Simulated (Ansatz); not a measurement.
Level of theory: Ansatz, DFT PBE, scalar-relativistic, plane waves, PAW. Settings: cutoff 420 eV, Γ-centred meshes spaced at most about 0.3 Å⁻¹, and about 0.25 Å⁻¹ or finer for metals (2π included), Gaussian smearing. No spin polarisation in the final relaxations.

All energies are static (0 K, no zero-point motion). All come from trial cells, and lower structures may exist.

**Question.** Order these relaxed structures of LiTaH6 by energy, lowest first, with the energy over the lowest of them.
1.

```cif
data_structure
_symmetry_space_group_name_H-M 'C2'
_symmetry_Int_Tables_number 5
_cell_length_a 5.9004
_cell_length_b 3.3169
_cell_length_c 5.8787
_cell_angle_alpha 90.000
_cell_angle_beta 110.568
_cell_angle_gamma 90.000
_cell_volume 107.72
loop_
_atom_site_label
_atom_site_type_symbol
_atom_site_symmetry_multiplicity
_atom_site_Wyckoff_symbol
_atom_site_fract_x
_atom_site_fract_y
_atom_site_fract_z
_atom_site_occupancy
Li1 Li 2 a 0.00000 0.35095 0.00000 1
Ta1 Ta 2 b 0.00000 0.90355 0.50000 1
H1 H 4 c 0.09757 0.82418 0.83965 1
H2 H 4 c 0.14659 0.31654 0.68369 1
H3 H 4 c 0.16591 0.23768 0.34894 1
```

2.

```cif
data_structure
_symmetry_space_group_name_H-M 'C222'
_symmetry_Int_Tables_number 21
_cell_length_a 3.3700
_cell_length_b 6.4734
_cell_length_c 5.6401
_cell_angle_alpha 90.000
_cell_angle_beta 90.000
_cell_angle_gamma 90.000
_cell_volume 123.04
loop_
_atom_site_label
_atom_site_type_symbol
_atom_site_symmetry_multiplicity
_atom_site_Wyckoff_symbol
_atom_site_fract_x
_atom_site_fract_y
_atom_site_fract_z
_atom_site_occupancy
Li1 Li 2 a 0.00000 0.00000 0.00000 1
Ta1 Ta 2 c 0.50000 0.00000 0.50000 1
H1 H 8 l 0.66203 0.10238 0.22237 1
H2 H 4 h 0.50000 0.32609 0.50000 1
```

**Answer.** 1 (0 meV/atom), 2 (104 meV/atom). Forms: 1 C2; 2 C222. Counting H atoms around Li and Ta (those within 1.25 times the shortest such distance or 1.15 times the sum of covalent radii, 1.27 where that leaves under three; a plus sign parts nearer from farther groups): cell 1 has Li 10, Ta 8+2; cell 2 has Li 4, Ta 4+6.

Spin–orbit coupling, which can matter for Ta, is left out. With hydrogen, zero-point motion can shift such differences by 10 meV/atom or more. Cells relaxed within their symmetry can be saddle points. The C2 cell of LiTaH6 came from shaking the C222 one. Some types were kept out of the candidates beforehand, so the set may lack a known form.
